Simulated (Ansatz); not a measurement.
### Question
Each is relaxed and computed with plane-wave PAW PBE+D3(BJ) (Ansatz code). Which alone has a direct gap?
(A) SiO2, CdI2 type
(B) MgI2, CdI2 type
(C) CdI2, CdI2 type
(D) PbI2, CdI2 type

### Answer
D, PbI2, CdI2 type. PbI2: gap 2.18 eV (direct); MgI2: gap 3.50 eV (indirect); CdI2: gap 2.28 eV (indirect); SiO2: gap 6.14 eV (indirect). Constructed cells (a structure type filled with these elements, in neither database checked): SiO2, CdI2 type. Not the usual ambient phase: SiO2, CdI2 type. All cells were relaxed under the symmetry of their starts (and spin orders); stability against distortions was not tested throughout. Scalar-relativistic: spin–orbit coupling is off unless named, which matters more the heavier the elements.

Potentials: the later of the program's two PAW sets.
